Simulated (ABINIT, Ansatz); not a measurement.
## GaF: programs and potentials compared

```
Ga F
1.0
     0.00000    2.84624    2.84624
     2.84624    0.00000    2.84624
     2.84624    2.84624    0.00000
Ga F
1 1
Direct
  0.24551 0.25659 0.26134
  0.99587 0.01335 0.99837
```

The cell comes from a database or a generator and needn't be the stable form of this composition.

Atoms were shifted at random by some hundredths of an Å from the given cell, which wasn't relaxed again for these runs.

Alike in all runs: task single point; functional PBE; k mesh 8 × 8 × 8; occupations fermi-dirac, width 0.05 eV; no spin polarisation; no spin-orbit coupling. Pressure is positive in compression and, in plane waves, holds the error of the finite cutoff, which Ansatz's Pulay term estimates and takes out.

| program and potentials | plane-wave cutoff (eV) | notes | band gap (eV) | pressure (GPa) | energy over the undisturbed cell (meV/atom) |
| --- | --- | --- | --- | --- | --- |
| Ansatz, Ansatz PAW (earlier soft set) | 420 | Pulay term of +0.17 GPa included | 2.27 | 0.03 | 0.10 |
| Ansatz, all-electron LAPW, scalar-relativistic | - | - | 2.27 | 0.01 | - |
| ABINIT, JTH PAW PBE v2.0 | 626 | - | 2.27 | -0.10 | 0.08 |

All agree on the band gap. The pressure spans -0.10 (ABINIT, JTH PAW PBE v2.0) to 0.03 GPa (Ansatz, Ansatz PAW (earlier soft set)), with all-electron results at 0.01.

Differences between rows come from potentials, basis sets and numerical settings, since the functional is the same but for its coding. Runs on potential files found faulty are left out.
